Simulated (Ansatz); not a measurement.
Space group Fmmm (No. 69). a = 5.810 Å, b = 9.853 Å, c = 13.609 Å, α = 90.00°, β = 90.00°, γ = 90.00°
```
atom site symmetry x y z
  Rb    8i mm2  0.5000  0.0000  0.1591
  Ni    4a mmm  0.0000  0.0000  0.0000
  Ni    8e     ..2/m  0.7500  0.7500  0.0000
   S   16m m..  0.0000  0.6677  0.3956
```

Equation of state of this Rb₂Ni₃S₄ structure (not necessarily the ground state), with shape and atoms relaxed at each volume where symmetry leaves them free. Theory: DFT PBEsol, scalar-relativistic, plane waves, PAW (Ansatz).

Cutoff 420 eV; k points 6×6×6 on the computed 9-atom cell (Γ-centred); Gaussian smearing, width 0.02 eV; no spin polarisation.

```json
{"V (Å³/atom)": "20.341", "E − E(largest V) (meV/atom)": "2.50", "P (GPa)": "1.77", "gap on mesh (eV)": "0.76"}
{"V (Å³/atom)": "20.990", "E − E(largest V) (meV/atom)": "-2.41", "P (GPa)": "0.78", "gap on mesh (eV)": "0.77"}
{"V (Å³/atom)": "21.639", "E − E(largest V) (meV/atom)": "-3.83", "P (GPa)": "0.00", "gap on mesh (eV)": "0.78"}
{"V (Å³/atom)": "22.288", "E − E(largest V) (meV/atom)": "-2.71", "P (GPa)": "-0.51", "gap on mesh (eV)": "0.78"}
{"V (Å³/atom)": "22.937", "E − E(largest V) (meV/atom)": "0.00", "P (GPa)": "-0.80", "gap on mesh (eV)": "0.78"}
```

Question: Fit a third-order Birch–Murnaghan equation to E(V).

Answer: V0 = 21.64 Å³/atom, B0 = 20 GPa, B0' = 11.7. B0' is unusual or poorly fixed by this range.

The gaps are read on the mesh, which can miss the band edges, so they can be too wide.